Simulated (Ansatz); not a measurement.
Space group Fm-3m (No. 225). a = 6.383 Å, b = 6.383 Å, c = 6.383 Å, α = 90.00°, β = 90.00°, γ = 90.00°
```tsv
atom	site	symmetry	x	y	z
Ti	8c	-43m	0.2500	0.2500	0.7500
Ti	4a	m-3m	0.0000	0.0000	0.0000
Al	4b	m-3m	0.5000	0.0000	0.0000
```

Equation of state of this Ti3Al structure (not necessarily the ground state), with shape and atoms relaxed at each volume where symmetry leaves them free. It has no gap at any of these volumes. Level of theory: DFT PBEsol, scalar-relativistic, plane waves, PAW in Ansatz 0.2.0.

Cutoff 420 eV; k points 12×12×12 on the computed 4-atom cell (Γ-centred); Gaussian smearing, width 0.10 eV; collinear spin.

| V (Å³/atom) | E − E(largest V) (meV/atom) | P (GPa) |
| --- | --- | --- |
| 14.304 | 51.80 | 18.75 |
| 14.791 | 3.78 | 13.00 |
| 15.279 | -27.90 | 8.02 |
| 15.766 | -45.45 | 3.71 |
| 16.254 | -50.80 | -0.01 |
| 16.742 | -45.57 | -3.24 |
| 17.229 | -31.20 | -6.02 |
| 17.880 | 0.00 | -9.16 |

Fit a third-order Birch–Murnaghan equation to E(V).

V0 = 16.25 Å³/atom, B0 = 116 GPa, B0' = 3.8.